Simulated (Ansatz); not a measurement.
**MgSc (Pm-3m), elastic constants by finite strains: input and output**

Method: PBEsol, all-electron LAPW in Ansatz 0.2.0, scalar-relativistic.

Cell and atoms were relaxed beforehand by PAW with this functional.

The structure is one entry of a database and needn't be the stable phase.

Command:

```sh
ansatz run input.yaml --threads 1 --pin off --max-ram 2560MiB --backend cpu --events-out ev --progress --plain --runs-dir out
```

input.yaml:

```yaml
crystal:
  lattice:
    - [3.56425119712, 0.0, 0.0]
    - [0.0, 3.56425119712, 0.0]
    - [0.0, 0.0, 3.56425119712]
  atoms:
    - { symbol: Mg, position: [0.0, 0.0, 0.0] }
    - { symbol: Sc, position: [0.5, 0.5, 0.5] }
kpoints:
  mp_grid: { grid: [12, 12, 12] }
scf:
  occupations: { method: fermi_dirac, width: 0.1 }
hamiltonian:
  xc: pbesol
  pseudopotentials: { kind: all_electron, lapw: { basis_error: 0.0005 } }
elastic:
  mode: relaxed_ion
  stencil: four_point
  amplitude: 0.005
```

Output (shortened where marked):

```
Warning: RAYON_NUM_THREADS=1 ignored (pool sized by the plan → 1); use --threads N
LAPW: plane waves up to 6.917 Å⁻¹, error target 5.0e-4 eV per atom; small_component_spin mean_spin; Mg in spheres of 1.368 Å, 10 of its electrons in bands, Dirac shells []; Sc in spheres of 1.626 Å, 11 of its electrons in bands, ...
Engine: ansatz 0.2.0, x86_64-unknown-linux-gnu
Pseudopotentials: kind: all_electron
Pseudopotential: Mg, LAPW, valence charge 10, lapw/all_electron/scalar/gaussian/Mg, Koelling and Harmon's equation, gaussian nucleus
Pseudopotential: Sc, LAPW, valence charge 11, lapw/all_electron/scalar/gaussian/Sc, Koelling and Harmon's equation, gaussian nucleus
Functional definition: PBEsol
  exchange = pbesol_x
  correlation = pbesol_c
Crystal: 2 atoms, lattice volume = 45.280 Å³
Basis set: ecut = 182.26736266508118 eV, 251 PW (Γ), exchange–correlation at level 2
Bands: 15, of which v1, the nominal top of the filled ones, is band 11 counted from 1 (10 counted from 0)
Symmetry: 48 space group operations
Space group: Pm-3m (ITA 221), of the structure as read, at distance tolerance 3.6e-5 Å
k-points: 84 of 1728
Non-local potential: Mg, projectors of the file, none
[... 166 lines left out ...]
  where every solve meets its electron count the energy-path curvature estimates C_jj along a normal strain and C_jj − ¼(σ⁰_aa + σ⁰_bb) along a shear (ab), closely only under elastic.basis: deformed
  strain η (Voigt 11):  stress-route row diagonal C_11 = 64.89 GPa, energy-path curvature d²(F+E_count)/dδ²/Ω₀ = 64.89 GPa
    cells at ±δ against ±2δ: C11 64.89 and 64.92 GPa, apart by 0.04 % of the column's largest entry
         δ    σ_11 (GPa)             F (eV)   n_scf  n_hpsi   n_pw
    -1.000e-2      -0.6613      -26210.8734384       8   96325    280   relax 0 steps, max|allowed force component| 3.08e-32 eV/Å
    -5.000e-3      -0.3196      -26210.8741301       8   97141    280   relax 0 steps, max|allowed force component| 5.55e-32 eV/Å
     5.000e-3       0.3293      -26210.8741058       8   97346    280   relax 0 steps, max|allowed force component| 4.93e-32 eV/Å
     1.000e-2       0.6371      -26210.8734217       8   96498    280   relax 0 steps, max|allowed force component| 4.31e-32 eV/Å
  strain η (Voigt 23):  stress-route row diagonal C_44 = 55.09 GPa, energy-path curvature d²(F+E_count)/dδ²/Ω₀ = 55.08 GPa
    cells at ±δ against ±2δ: C44 55.08 and 55.06 GPa, apart by 0.03 % of the column's largest entry
         δ    σ_23 (GPa)             F (eV)   n_scf  n_hpsi   n_pw
    -1.000e-2      -0.5506      -26210.8735690       7  137694    280   relax 0 steps, max|allowed force component| 1.26e-30 eV/Å
    -5.000e-3      -0.2754      -26210.8741526       8  152020    280   relax 0 steps, max|allowed force component| 1.97e-31 eV/Å
     5.000e-3       0.2754      -26210.8741526       8  151702    280   relax 0 steps, max|allowed force component| 2.47e-32 eV/Å
     1.000e-2       0.5506      -26210.8735690       7  137268    280   relax 0 steps, max|allowed force component| 2.47e-30 eV/Å
```

Self-consistency was reached.

Strained cells:

Elastic constants of a crystal by Kohn-Sham DFT: slopes of the stress over finite engineering strains of the given cell, Voigt indices, Cartesian axes as in the input; stress of each strained cell less that at rest, tension positive.

```
strain component  strain  stress xx (GPa)  stress yy (GPa)  stress zz (GPa)  stress yz (GPa)  stress xz (GPa)  stress xy (GPa)  relaxation steps
              xx   -0.01          -0.6718          -0.4541          -0.4541                0                0                0                 0
              xx  -0.005          -0.3302           -0.225           -0.225                0                0                0                 0
              xx   0.005           0.3188           0.2211           0.2211                0                0                0                 0
              xx    0.01           0.6266           0.4383           0.4383                0                0                0                 0
              yz   -0.01          -0.0106          -0.0004          -0.0004          -0.5506                0                0                 0
              yz  -0.005          -0.0027          -0.0001          -0.0001          -0.2754                0                0                 0
              yz   0.005          -0.0027          -0.0001          -0.0001           0.2754                0                0                 0
              yz    0.01          -0.0106          -0.0004          -0.0004           0.5506                0                0                 0
```

### Elastic constants

- Pressure at rest: -0.01 GPa
- Least elastic eigenvalue: 20.28 GPa
- Elastically stable: yes

```csv
index,elastic (GPa)
11,64.89
12,44.61
44,55.09
```

Elastic moduli:

Hill averages of a grain aggregate, Debye temperature from the mean sound speed over directions.

```json
{"Bulk modulus": "51.37 GPa", "Shear modulus": "28.48 GPa", "Young modulus": "72.12 GPa", "Poisson ratio": "0.266", "Bulk over shear modulus": "1.803", "Elastic anisotropy index": "4.341", "Least young modulus": "28.54 GPa", "Largest young modulus": "121.7 GPa", "Longitudinal sound speed": "5931 m/s", "Transverse sound speed": "3349 m/s", "Elastic debye temperature": "370.4 K", "Linear compressibility (x, y, z)": "6.489, 6.489, 6.489 1/TPa", "Zener ratio": "5.433", "Cauchy pressure": "-10.48 GPa"}
```

Caveats: responses of metals move with mesh and smearing.

Time and hardware: 79 s on 1 thread of AMD EPYC 9R45 96-Core Processor (Zen 5), with other jobs on the host, peak memory 0.74 GiB.
